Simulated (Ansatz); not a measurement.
A geometry of Y away from equilibrium: the start of the relaxation of a relaxed Y cell, doubled along one cell vector, shaken by Gaussian noise of σ = 0.08 Å a coordinate. Calculation: r2SCAN (plane waves to 500 eV, PAW, scalar-relativistic; Ansatz, a program for electronic structure). Γ-centred k-mesh 10×5×10 on the run's cell (coarser than for final values), Fermi–Dirac smearing 0.05 eV.

```xyz
2
Lattice="3.2571 0.0000 0.0000 0.0000 6.5141 0.0000 0.0000 0.0000 3.2571" Properties=species:S:1:pos:R:3 pbc="T T T"
Y      0.1113    -0.0618    -0.0841
Y     -0.0004     3.3032    -0.0045
```

Which atoms carry the largest force, and which way does it point?

0.41 eV/Å, on Y1, Y2 (atoms numbered as listed); on Y1 its components are (0.13, 0.38, -0.09).

What is the pressure?

+0.3 GPa, compression positive.

How far above the relaxed end point is this geometry?

0.81 eV/atom; the path ends in Fm-3m (No. 225) (fcc (Cu type)).

No spin polarisation in the result.

The run could not lose the symmetry of its start: the end is stationary, and may be a saddle point rather than a minimum.

The end of the path is a generated cell of Y: the first start was made by placing the elements on the sites of a structure type, and the end was not matched to a known phase here, so it may be hypothetical. Known forms of Y include space group No. 194.
